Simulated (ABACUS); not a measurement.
Worked example: self-consistent single point of Au (Fm-3m, 1 atom in the cell; from Materials Project mp-81) in ABACUS.

All values come from this method and carry its errors: PBE, PseudoDojo 0.5 standard norm-conserving PBE (tails mended) pseudopotentials (plane waves; ABACUS 3.10.1).

```xyz
1
Lattice="0.0000 2.0856 2.0856 2.0856 0.0000 2.0856 2.0856 2.0856 0.0000" Properties=species:S:1:pos:R:3 pbc="T T T"
Au     0.0000     0.0000     0.0000
```

Reference input (self-consistent single point, DFT, PBE, plane waves, PseudoDojo 0.5 standard norm-conserving PBE (tails mended) pseudopotentials): KPT = Gamma 18 18 18 0 0 0; basis_type = pw; dft_functional = PBE; ecutwfc = 76 Ry; smearing_method = fd; smearing_sigma = 0.00734986 Ry; potentials = PseudoDojo 0.5 standard norm-conserving PBE (tails mended); symmetry = 1; symmetry_prec = 1e-05; ks_solver = dav_subspace; scf_nmax = 100; scf_thr = 1.0e-09 Ry. This run's input differs from it in these lines:

```diff
@@ -40,4 +40,4 @@
 0
-Gamma
-18 18 18 0 0 0
+MP
+3 3 3 0 0 0
```

Output (repeated stretches shortened):

```
 SELF-CONSISTENT
 -------------------------------------------
                                 init_chg = atomic

 PW ALGORITHM --------------- ION=   1  ELEC=   1--------------------------------
 Notice: Threshold on eigenvalues was too large.

 Density error is 0.0660868153393
                          Error Threshold = 0.000351894516509
 E_KohnSham     -296.4026629887      -4032.7651190204
 E_Fermi        1.3178104341         17.9297307874

 PW ALGORITHM --------------- ION=   1  ELEC=   2--------------------------------

 Density error is 0.0301240139523
                          Error Threshold = 0.000347825343891
   [... lines left out ...]

 Density error is 1.90791194145e-07
                          Error Threshold = 7.45271491336e-09
 E_KohnSham     -296.4268358449      -4033.0940076018
 E_Fermi        1.2430465892         16.9125164931

 PW ALGORITHM --------------- ION=   1  ELEC=   6--------------------------------

 Density error is 1.21473886188e-10
                          Error Threshold = 1.00416417971e-09
 E_KohnSham     -296.4268358669      -4033.0940079009
 E_KS(sigma->0) -296.4252016199      -4033.0717728301
 E_entropy(-TS) -0.0032684940        -0.0444701417
 E_Fermi        1.2430292051         16.9122799703
 charge density convergence is achieved
 final etot is -4033.0940079 eV
 EFERMI = 16.91227997 eV

 STATE ENERGY(eV) AND OCCUPATIONS    NSPIN == 1
   [... 17 lines left out ...]

 TOTAL-FORCE (eV/Angstrom)
                       Au1         0.0000000000         0.0000000000         0.0000000000

 TOTAL-STRESS (KBAR)
       -68.0591938278         0.0000000000        -0.0000000000
         0.0000000000       -68.0591938278        -0.0000000000
         0.0000000000        -0.0000000000       -68.0591938278
 TOTAL-PRESSURE: -68.059194 KBAR

 --------------------------------------------
 !FINAL_ETOT_IS -4033.0940079009046713 eV
 --------------------------------------------
```

The run converged in 6 iterations. Against the reference run the free energy drops by 374 meV/atom and the pressure goes from -1.68 to -6.81 GPa.

This run is one point of a test of settings, so its values need not be converged; read them against the reference run alone. The structure comes from a collection of computed structures, made at another level of theory; the collection holds predicted forms beside known ones. No clean gap shows at this smearing width and mesh (spacing up to 0.87 Å⁻¹); the mesh is coarse for partly filled bands, so the values carry mesh errors.

“Tails mended”: in these copies of the files the far tail of each local potential was reset to the Coulomb form.
